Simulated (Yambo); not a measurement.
Yambo run on CsH (CsCl type, space group Pm-3m, No. 221). The wavefunctions are LDA (pw.x of Quantum ESPRESSO, ONCV potentials, without SOC) ones on a 4×4×4 mesh (5 occupied bands); a = b = c = 3.818 Å, α = β = γ = 90.00°.

Yambo input:

```
rim_cut
gw0
dyson
el_el_corr
HF_and_locXC
ppa
em1d
RandQpts= 1000000
RandGvec= 1 Ry
EXXRLvcs= 74 Ry
VXCRLvcs= 296 Ry
Chimod= "HARTREE"
% BndsRnXp
 1 | 39 |
%
NGsBlkXp= 4 Ry
% LongDrXp
 1.0 | 1.0 | 1.0 |
%
PPAPntXp= 27.2114 eV
% GbndRnge
 1 | 39 |
%
GTermKind= "BG"
DysSolver= "n"
ExtendOut
% QPkrange
 3 | 3 | 6 | 6 |
 10 | 10 | 5 | 6 |
%
```

k points by index: 3 = X, 10 = R.

Resulting energies as the program prints them:

```
#    K-point    Band    Eo [eV]    E [eV]    E-Eo [eV]    Vxc [eV]    Vnlxc [eV]    Sc|Eo [eV]    Sc|E [eV]    dSc/dw|Eo [eV]    Re(Z)    Im(Z)
#
    3    6    2.298035    3.134666    0.836632    -7.741837    -3.469866    -3.276216    -3.435339    -5.174639    0.840218    -0.001305
    10    5    0.000000    -1.086068    -1.086068    -9.762956    -12.72941    1.594676    1.880384    -7.157553    0.791740    -0.001687
    10    6    2.488806    3.296822    0.808016    -7.817968    -3.736705    -3.117567    -3.273247    -5.241935    0.838476    -0.001307
```
(The two width columns are left out.) Convergence of these settings isn't established.

Geometry of the Materials Project entry, not relaxed at this level.

The structure is a Materials Project entry; no match was found in the copy of COD used, and its stability was not checked.
